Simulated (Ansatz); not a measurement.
Single point in Ansatz 0.2.0 with PBE, no spin polarisation. Cutoff 420 eV, PAW datasets, 6×6×6 Γ-centred k mesh, fermi-dirac filling (width 0.1 eV).

Computed maps in the lattice plane spanned by a (left to right, 4.75 Å, 14 points from zero) and b (bottom to top, 4.75 Å, 14 points from zero), 60° apart, at height 0.297 along c. The fields are smooth PAW ones with compensation charges, not the true ones near nuclei.

Valence density. Digits on a logarithmic scale: 0 up to 0.03 e/Å³, each further digit a factor of 1.6, 9 from 1.3 e/Å³ up:
```
22223479986422
22222479999632
22222359999853
22222247999963
22222345799964
42223566789875
65324689987787
98644699998689
99974599999889
99996579999779
99997557999756
68997555677644
35676555555432
23444467654322
```

ELF. Ten even steps from '0' (0.00) to '9' (0.88):
```
00000179996100
12100289889710
02210059627950
01110016867861
00000101699851
00001453247631
54101798850034
88720798796059
77970398279359
72793059768538
87796006999614
69996000488511
15873000012200
00221024420000
```

Task: The cell is TiB₂SO₆. Which atoms lie within 0.2 Å of this plane, and where (fractions of a and b)?

Result: B at (0.77, 0.47), O at (0.08, 0.29), O at (0.64, 0.79), O at (0.58, 0.35). The whole cell:
```
CELL_PARAMETERS angstrom
2.37486 4.11338 0.00000
-2.37486 4.11338 0.00000
-2.37486 1.37112 5.16691
ATOMIC_POSITIONS crystal
S 0.00000 0.00000 0.00000
Ti 0.50000 0.00000 0.50000
B 0.76580 0.46840 0.29740
B 0.23420 0.53160 0.70260
O 0.07670 0.28690 0.29050
O 0.63640 0.78620 0.29050
O 0.57740 0.34590 0.29050
O 0.92330 0.71310 0.70950
O 0.36360 0.21380 0.70950
O 0.42260 0.65410 0.70950
```

Origin: a known structure type with other elements, at an estimated volume, so it need not be a known compound. Caveats: many states at the Fermi level without spin polarisation, so a magnetic state may lie lower; atoms or cell far from equilibrium.
